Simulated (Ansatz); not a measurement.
This LiIn4 structure is the end of a relaxation. The cell was found from a structure generator's guess, not taken from experiment.

Level of theory: Ansatz 0.2.0, DFT PBE, scalar-relativistic, plane waves, PAW. Cutoff 420 eV, Γ-centred mesh, Gaussian smearing, no spin polarisation.

```yaml
crystal:
  lattice:
    - [1.70318, 0.98333, 12.48762]
    - [-1.70318, 0.98333, 12.48762]
    - [0.00000, -1.96666, 12.48762]
  atoms:
    - { symbol: Li, position: [0.00000, 0.00000, 0.00000] }
    - { symbol: In, position: [0.79783, 0.79783, 0.79783] }
    - { symbol: In, position: [0.20217, 0.20217, 0.20217] }
    - { symbol: In, position: [0.60609, 0.60609, 0.60609] }
    - { symbol: In, position: [0.39391, 0.39391, 0.39391] }
```

The zero of energy is the elements' standard structures at the same level; no fitted shifts are applied.

Question: Find its symmetry and describe it.

Answer: R-3m (No. 166), with Li and In ordered on fcc sites. Conventional cell: a = 3.406 Å, c = 37.463 Å. Li is surrounded by 6 In at 3.00 Å and 6 Li at 3.41 Å; In on its first site has 12 In at 3.30–3.41 Å; around In on its second site lie 3 Li at 3.00 Å and 9 In at 3.30–3.41 Å.

Question: What is its formation energy per atom?

Answer: −0.08 eV/atom. It lies below the elements, which doesn't yet make it stable against other compounds or structures.

Question: Is it a metal?

Answer: Yes, bands cross the Fermi level on the 12×12×4 mesh.

The last run used a 12×12×4 mesh (in the run's order of axes) for its 5-atom cell and Gaussian smearing of 0.10 eV. The end has C2/m (No. 12) at a tolerance of 0.01 Å; the cell shown is made exact in the group found at 0.05 Å. This cell was reached by moving the atoms of another relaxed cell at random and relaxing again, last within the group found; it had no such test of its own.
